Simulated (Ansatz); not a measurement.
Method: Ansatz, DFT PBE, scalar-relativistic, plane waves, PAW. All cells share a 420 eV cutoff and Γ-centred k meshes spaced at most about 0.3 Å⁻¹ (about 0.25 or finer for metals, 2π included). No spin polarisation in the final relaxations.

The zero of energy is the elements' standard structures at the same level; no fitted shifts are applied. The references include black phosphorus.

A relaxed structure of Al3BP2 has 15.34 Å³/atom, +0.16 eV/atom against the elements, no gap on its mesh:

```cif
data_structure
_symmetry_space_group_name_H-M 'P 1'
_symmetry_Int_Tables_number 1
_cell_length_a 4.5225
_cell_length_b 4.5225
_cell_length_c 4.5225
_cell_angle_alpha 86.618
_cell_angle_beta 86.618
_cell_angle_gamma 86.618
_cell_volume 92.03
loop_
_atom_site_label
_atom_site_type_symbol
_atom_site_fract_x
_atom_site_fract_y
_atom_site_fract_z
_atom_site_occupancy
Al1 Al 0.00000 0.50000 0.50000 1
Al2 Al 0.50000 0.50000 0.00000 1
Al3 Al 0.50000 0.00000 0.50000 1
B1 B 0.50000 0.50000 0.50000 1
P1 P 0.12953 0.12953 0.12953 1
P2 P 0.87047 0.87047 0.87047 1
```

Problem. As takes the place of P on the same sites, and the cell is relaxed. What changes?

Solution. Al3BAs2 has a = 6.387 Å, c = 8.704 Å: 17.08 Å³/atom, +0.30 eV/atom against the elements, no gap on its mesh. The volume per atom changes by +11.4 % and the formation energy by +0.14 eV/atom (from unrounded values). Covalent radii: P 1.07 Å, As 1.19 Å; electronegativities 2.19 and 2.18. The cell follows the size of the atom. Around Al lie 2 B at 2.35 Å and 2 As at 2.52 Å; around B lie 6 Al at 2.35 Å; As is surrounded by 1 As at 2.38 Å and 3 Al at 2.52 Å.

```xyz
6
Lattice="3.1934 1.8437 2.9014 -3.1934 1.8437 2.9014 0.0000 -3.6875 2.9014" Properties=species:S:1:pos:R:3 pbc="T T T"
Al   -1.5967    0.9219    1.4507
Al    1.5967    0.9219    1.4507
Al    0.0000   -1.8437    1.4507
B     0.0000    0.0000    0.0000
As    0.0000    0.0000    5.5398
As    0.0000    0.0000    3.1643
```

The two cells were relaxed from separate starts that ended on the same group and sites; neither need be the stable form of its compound. The reference forms of As and P are held partly by dispersion forces, which this level lacks. Cells relaxed within their symmetry can be saddle points.
